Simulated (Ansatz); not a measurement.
ZnIn$_{2}$O$_{4}$:
```yaml
crystal:
  lattice:
    - [-2.34983, 2.34983, 5.02538]
    - [2.34983, -2.34983, 5.02538]
    - [2.34983, 2.34983, -5.02538]
  atoms:
    - { symbol: In, position: [0.50000, 0.50000, 0.00000] }
    - { symbol: In, position: [0.25000, 0.75000, 0.50000] }
    - { symbol: Zn, position: [0.00000, 0.00000, 0.00000] }
    - { symbol: O, position: [0.33319, 0.85061, 0.95886] }
    - { symbol: O, position: [0.89175, 0.37433, 0.04114] }
    - { symbol: O, position: [0.14939, 0.10825, 0.48258] }
    - { symbol: O, position: [0.62567, 0.66681, 0.51742] }
```

Relaxed with r²SCAN. Special points in fractions of this cell's reciprocal vectors: Γ (0.000, 0.000, 0.000); X (0.000, 0.000, 0.500); P (0.250, 0.250, 0.250); N (0.000, 0.500, 0.000); M (0.500, 0.500, -0.500); S (0.305, 0.695, -0.305); S0 (-0.305, 0.305, 0.305); R (-0.109, 0.109, 0.500); G (0.500, 0.500, -0.109).

Task: List the band energies nearest the valence-band maximum at these points for r²SCAN with spin–orbit coupling (plane waves, PAW; program Ansatz).

Result: In eV from the valence-band maximum; about four levels below and three above (degenerate sets whole), none deeper than 8.9 eV; points with the same levels are listed once.

```
k                    below                above
-  -----------------------  -------------------
Γ    -0.01 -0.01 0.00 0.00  1.28 1.28 6.07 6.07
X  -0.34 -0.34 -0.24 -0.24  4.97 4.97 5.19 5.19
P  -0.35 -0.35 -0.25 -0.25       5.00 5.03 5.17
N  -0.59 -0.59 -0.38 -0.38  4.08 4.08 5.15 5.15
M  -0.36 -0.36 -0.35 -0.35  3.75 3.75 4.19 4.19
S  -0.60 -0.59 -0.38 -0.36       4.38 4.39 5.11
R  -0.37 -0.36 -0.27 -0.26       4.89 4.91 5.13
```

Space group I-4. The cell is a constructed one: a structure type filled with these elements; neither database checked (COD, Materials Project) lists it. Its standing as an ambient phase is unchecked. Symmetry was held in the r²SCAN relaxation; whether a distortion lowers the energy is not shown.

Potentials: the earlier of the program's two PAW sets.
